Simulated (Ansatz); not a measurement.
**Profile along the Co–Si line in CoSi (FeSi type, space group P2_13)**

CoSi (FeSi type, space group P2_13)

```
CoSi
1.0
    4.38307     0.00000     0.00000
    0.00000     4.38307     0.00000
    0.00000     0.00000     4.38307
Co Si
4 4
Direct
  0.14563   0.14563   0.14563
  0.64563   0.35437   0.85437
  0.85437   0.64563   0.35437
  0.35437   0.85437   0.64563
  0.84366   0.84366   0.84366
  0.34366   0.65634   0.15634
  0.15634   0.34366   0.65634
  0.65634   0.15634   0.34366
```

Fields along a shortest Co–Si line of a {110} plane (2.29 Å), from Co to Si, interpolated on the slice's grid (step about 0.2 Å). Computed with r2SCAN (plane waves to 500 eV, PAW, scalar-relativistic; Ansatz, a program for electronic structure). k mesh 11×11×11. Inside the PAW spheres the values are not all-electron values, and peaks at nuclei hang on which shells count as valence. At this level the bands of CoSi touch or barely overlap. CoSi is run without spin polarisation. CoSi was relaxed with its symmetry unable to fall.

```tsv
distance from Co (Å)	valence electron density (e/Å³)	electron localisation function
0.00	57.00	x
0.11	50.01	x
0.23	34.35	x
0.34	19.24	x
0.46	9.47	x
0.57	4.49	0.46
0.69	2.19	0.30
0.80	1.16	0.22
0.92	0.71	0.22
1.03	0.54	0.28
1.15	0.48	0.42
1.26	0.47	0.55
1.37	0.47	0.62
1.49	0.46	0.60
1.60	0.42	0.50
1.72	0.34	0.36
1.83	0.24	x
1.95	0.15	x
2.06	0.09	x
2.18	0.05	x
2.29	0.05	x
```

x: too close to a nucleus for the ELF to mean much.

Density on the Co–Si line (2.29 Å) at its midpoint: 0.48 e/Å³. ELF at that point: 0.4. ELF maximum in the middle third of the Co–Si line: 0.62, 1.4 Å from Co.
